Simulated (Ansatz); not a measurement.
SiGe2, ordered on the diamond lattice (P3m1) with 6 atoms a cell, relaxed with r2SCAN. The symmetry is P3m1 (No. 156, trigonal); conventional cell a = 3.954 Å, c = 9.658 Å, 21.79 Å³ an atom. Si has 4 Ge at 2.39–2.41 Å; Si has 4 Ge at 2.40–2.41 Å; Ge has 4 Ge at 2.43–2.45 Å; Ge has 4 Si at 2.40–2.41 Å; Ge has 3 Si at 2.41 Å and 1 Ge at 2.45 Å; Ge has 1 Si at 2.39 Å and 3 Ge at 2.43 Å.

3 runs of Ansatz 0.2.0 on this cell differ in the functional (and in the settings that go with it). Levels are in eV from each run's valence top; v1 is the last filled band, c1 the first empty one.

Run A, mean stress +0.1 GPa (compression positive):
```
point     v2     v1    c1    c2
    Γ   0.00   0.00  2.03  2.08
    M  -2.23  -2.06  1.78  1.98
    K  -2.52  -2.44  2.53  2.81
```

Run B, mean stress 0.0 GPa (compression positive):
```
point     v2     v1    c1    c2
    Γ   0.00   0.00  1.04  1.11
    M  -2.11  -1.96  0.84  1.06
    K  -2.38  -2.32  1.54  1.84
```

Run C, mean stress +0.3 GPa (compression positive):
```
point     v2     v1    c1    c2
    Γ   0.00   0.00  1.42  1.46
    M  -2.19  -2.01  1.15  1.35
    K  -2.47  -2.39  1.90  2.18
```

Question: Match the runs to r2SCAN, HSE06, PBE0.

Answer: A is PBE0, B is r2SCAN, C is HSE06. In order of the gap: r2SCAN 0.74, HSE06 1.04, PBE0 1.67 eV.

No spin polarisation and no zero-point or thermal motion; the cell was built from a prototype and may be hypothetical.

Spin-orbit coupling is left out.

The stress of a hybrid is loosely converged in these runs.

The meshes of the hybrids are coarse, so their gaps aren't converged to the digits shown.
